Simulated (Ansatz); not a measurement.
A relaxation computed with Ansatz, from input to last step.

```yaml
crystal:
  lattice:
    - [-2.574, 2.574, 2.104]
    - [2.574, -2.574, 2.104]
    - [2.574, 2.574, -2.104]
  atoms:
    - { symbol: Mn, position: [0.663, 0.163, 0.826], spin: 2.24 }
    - { symbol: Mn, position: [0.163, 0.337, 0.5], spin: 2.24 }
    - { symbol: Mn, position: [0.337, 0.837, 0.174], spin: 2.24 }
    - { symbol: Mn, position: [0.837, 0.663, 0.5], spin: 2.24 }
    - { symbol: B, position: [0.25, 0.25, 0.0], spin: -0.21 }
    - { symbol: B, position: [0.75, 0.75, 0.0], spin: -0.21 }
basis:
  ecutwfc: 500
kpoints:
  mp_grid: { grid: [12, 12, 12] }
hamiltonian:
  xc: r2scan
scf:
  occupations: { method: gaussian, width: 0.1 }
output:
  forces: true
  stress: true
  eigenvalues: true
  populations: true
magnetization:
  spin_polarized: true
relax:
  adjacent_minimum: "off"
  f_tol: 0.005
  max_steps: 80
  cell: { stress_tol: 0.05 }
```

```bash
ansatz run input.yaml --threads 1 --pin off --max-ram 2560MiB --backend cpu --events-out ev --progress --plain --runs-dir out
```

Level of theory: Ansatz, DFT r2SCAN, scalar-relativistic, plane waves, PAW.

Of 6 frames 5 are shown, positions in Å and forces in eV/Å; the SCF threshold varies from step to step. Steps run on the plane waves of an earlier cell, with a Pulay correction in the pressure. The basis is chosen afresh for the last frame, the zero of the energies, and at times for earlier ones too; energy and pressure step there, also at an unchanged geometry.

```xyz
6
Lattice="-2.5740 2.5740 2.1040 2.5740 -2.5740 2.1040 2.5740 2.5740 -2.1040" Properties=species:S:1:pos:R:3:forces:R:3 pbc="T T T" step=1 free_energy_over_end_meV_per_atom=1.49 pressure_GPa=-1.08
Mn    0.8391    3.4131    0.0000    0.1716    0.1716    0.0000
Mn    1.7349    0.8391    0.0000   -0.1716    0.1716    0.0000
Mn    1.7349   -0.8391    2.1040   -0.1716   -0.1716    0.0000
Mn    0.8391    1.7349    2.1040    0.1716   -0.1716    0.0000
B     0.0000    0.0000    1.0520    0.0000    0.0000    0.0000
B     0.0000    0.0000    3.1560    0.0000    0.0000    0.0000
6
Lattice="-2.5747 2.5747 2.0984 2.5747 -2.5747 2.0984 2.5747 2.5747 -2.0984" Properties=species:S:1:pos:R:3:forces:R:3 pbc="T T T" step=2 free_energy_over_end_meV_per_atom=0.53 pressure_GPa=-0.77
Mn    0.8429    3.4176    0.0000    0.0974    0.0974    0.0000
Mn    1.7318    0.8429    0.0000   -0.0974    0.0974    0.0000
Mn    1.7318   -0.8429    2.0984   -0.0974   -0.0974    0.0000
Mn    0.8429    1.7318    2.0984    0.0974   -0.0974    0.0000
B     0.0000    0.0000    1.0492    0.0000    0.0000    0.0000
B     0.0000    0.0000    3.1476    0.0000    0.0000    0.0000
6
Lattice="-2.5747 2.5747 2.0876 2.5747 -2.5747 2.0876 2.5747 2.5747 -2.0876" Properties=species:S:1:pos:R:3:forces:R:3 pbc="T T T" step=3 free_energy_over_end_meV_per_atom=-0.03 pressure_GPa=0.12
Mn    0.8475    3.4223    0.0000    0.0063    0.0063    0.0000
Mn    1.7272    0.8475    0.0000   -0.0063    0.0063    0.0000
Mn    1.7272   -0.8475    2.0876   -0.0063   -0.0063    0.0000
Mn    0.8475    1.7272    2.0876    0.0063   -0.0063    0.0000
B     0.0000    0.0000    1.0438    0.0000    0.0000    0.0000
B     0.0000    0.0000    3.1314    0.0000    0.0000    0.0000
6
Lattice="-2.5751 2.5751 2.0887 2.5751 -2.5751 2.0887 2.5751 2.5751 -2.0887" Properties=species:S:1:pos:R:3:forces:R:3 pbc="T T T" step=4 free_energy_over_end_meV_per_atom=-0.03 pressure_GPa=-0.05
Mn    0.8481    3.4232    0.0000   -0.0026   -0.0026    0.0000
Mn    1.7270    0.8481    0.0000    0.0026   -0.0026    0.0000
Mn    1.7270   -0.8481    2.0887    0.0026    0.0026    0.0000
Mn    0.8481    1.7270    2.0887   -0.0026    0.0026    0.0000
B     0.0000    0.0000    1.0443    0.0000    0.0000    0.0000
B     0.0000    0.0000    3.1330    0.0000    0.0000    0.0000
6
Lattice="-2.5750 2.5750 2.0884 2.5750 -2.5750 2.0884 2.5750 2.5750 -2.0884" Properties=species:S:1:pos:R:3:forces:R:3 pbc="T T T" step=6 free_energy_over_end_meV_per_atom=0.00 pressure_GPa=0.00
Mn    0.8479    3.4229    0.0000    0.0000    0.0000    0.0000
Mn    1.7271    0.8479    0.0000    0.0000    0.0000    0.0000
Mn    1.7271   -0.8479    2.0884    0.0000    0.0000    0.0000
Mn    0.8479    1.7271    2.0884    0.0000    0.0000    0.0000
B     0.0000    0.0000    1.0442    0.0000    0.0000    0.0000
B     0.0000    0.0000    3.1326    0.0000    0.0000    0.0000
```

It took 15 min on 1 thread of Arm Neoverse V1, with other jobs on the host, peak memory 1.1 GiB.

The state reached may not be the lowest one. The program reads another magnetic order as possibly lower. Only parallel moments were tried here.